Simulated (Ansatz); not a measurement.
Values for one crystal, relaxed and computed with LDA (plane waves, PAW; program Ansatz); other levels are named.

```yaml
volume_per_atom: 15.25 Å³
electronic_character: metallic (no gap)
mechanical_stability: unstable (C has a negative eigenvalue)
zone_centre_stability: no imaginary mode at Γ
Bulk modulus (Birch–Murnaghan fit): 125 GPa
Density of states at the Fermi level: 1.3 states/eV per atom (mean over ±0.08 eV)
Formation energy from the elements (no fitted shifts): -0.27 eV/atom
```

Q: Which compound is it?
A. TiAl, CsCl type
B. SrPb3, Cu3Au type
C. Al2Au, fluorite or antifluorite type
D. Li3Pb, Fm-3m (Pb on 4a, Li on 4b, Li on 8c)

A: A, TiAl, CsCl type

Space group Pm-3m (CsCl type). The first step of the workflow began from a Materials Project structure, measured or hypothetical; the Crystallography Open Database copy checked does not list it. With Ti and Al taken as one species the cell has the higher symmetry Im-3m, so it may be an ordered model of a mixed-site phase. It is not the phase usual at ambient conditions (space group No. 123). The cell was relaxed with LDA under the symmetry of its start. No spin polarisation was allowed. The references are the lowest solids computed at this level, not always the standard phases.

Potentials: the later of the program's two PAW sets.
